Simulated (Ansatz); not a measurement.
A crystal relaxed with r2SCAN in Ansatz 0.2.0 has space group I-42m (No. 121) and a = 6.019 Å, c = 12.019 Å.

```json
{"atom": "Xx", "site": "2a", "x": "0.0000", "y": "0.0000", "z": "0.0000"}
{"atom": "Ga", "site": "8i", "x": "0.2627", "y": "0.2627", "z": "0.3794"}
{"atom": "Sb", "site": "4d", "x": "0.5000", "y": "0.0000", "z": "0.2500"}
{"atom": "Sb", "site": "2b", "x": "0.5000", "y": "0.5000", "z": "0.0000"}
```

With r2SCAN the gap is 0.43 eV and direct, at Γ. HSE06 gives a direct gap of 0.78 eV at Γ. Meshes: r2SCAN 6×6×6, HSE06 4×4×4.

Question: Which element is Xx?
A. P
B. N
C. Bi
D. As

Answer: D. Xx is As: Ga4Sb3As, ordered on the zincblende lattice (I-42m) with 8 atoms a cell. Around As lie 4 Ga at 2.49 Å; around Ga lie 1 As at 2.49 Å and 3 Sb at 2.64–2.67 Å; around Sb lie 4 Ga at 2.64 Å; around Sb lie 4 Ga at 2.67 Å.

Values at 0 K without nuclear motion; spin polarisation is off, and the phase may be a hypothetical one.

No spin-orbit coupling is included; it can move band edges with weight on the heavy atoms by tenths of an eV.
